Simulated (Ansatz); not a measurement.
K2H6PbO6:
```cif
data_H18K6O18Pb3
_chemical_formula_sum 'K6 H18 Pb3 O18'
_space_group_name_H-M_alt 'R-3 :H'
_space_group_IT_number 148
_space_group_name_Hall '-R 3'
_cell_length_a 6.60354
_cell_length_b 6.60354
_cell_length_c 11.93131
_cell_angle_alpha 90.000
_cell_angle_beta 90.000
_cell_angle_gamma 120.000
loop_
_atom_site_label
_atom_site_type_symbol
_atom_site_symmetry_multiplicity
_atom_site_Wyckoff_symbol
_atom_site_fract_x
_atom_site_fract_y
_atom_site_fract_z
_atom_site_occupancy
K1 K 6 c 0.00000 0.00000 0.29475 1
H1 H 18 f 0.00602 0.43270 0.18493 1
Pb1 Pb 3 a 0.00000 0.00000 0.00000 1
O1 O 18 f 0.09431 0.30378 0.10348 1
```
(The calculation used a cell of 15 atoms; values per cell refer to that cell.)

Relaxed with LDA.

Question: Give the optical modes at the zone centre with their infrared activity from DFPT, LDA in the plane-wave PAW code Ansatz.

Answer: Transverse frequencies, without the LO–TO term; a row sums one degenerate level.

```
ω (cm⁻¹)  degeneracy  IR ((D/Å)²/amu)     activity
--------  ----------  ---------------  -----------
80                 2             1.86           IR
86                 2             0.00  IR-inactive
129                1             0.00  IR-inactive
131                1             0.02           IR
139                1             0.00  IR-inactive
184                2             0.00  IR-inactive
184                2             1.74           IR
213                1            12.95           IR
237                2            14.21           IR
248                1             0.00  IR-inactive
288                2             0.00  IR-inactive
364                1             0.12           IR
405                1            10.15           IR
411                2             0.00  IR-inactive
488                2            21.07           IR
506                1             0.00  IR-inactive
877                1             0.00  IR-inactive
922                2             5.38           IR
979                2             0.00  IR-inactive
989                1             0.41           IR
1171               2             0.00  IR-inactive
1184               2             9.51           IR
1185               1            11.64           IR
1234               1             0.00  IR-inactive
2718               1             0.00  IR-inactive
2768               2           320.60           IR
2832               2             0.00  IR-inactive
2889               1           172.81           IR
```

Question: How high does the top mode go among those that the LO–TO term moves?

Answer: 2892 cm⁻¹ for q along x, 2892 cm⁻¹ for q along y, 3011 cm⁻¹ for q along z.

The workflow started from a Materials Project entry (that database holds measured and hypothetical structures alike); the Crystallography Open Database copy checked does not list it. Whether it is the stable phase at ambient conditions was not checked. The cell was relaxed with LDA under the symmetry of its start; phonons on a q-mesh show no instability. Scalar-relativistic: spin–orbit coupling is off unless named, which matters more the heavier the elements.

Potentials: the later of the program's two PAW sets.
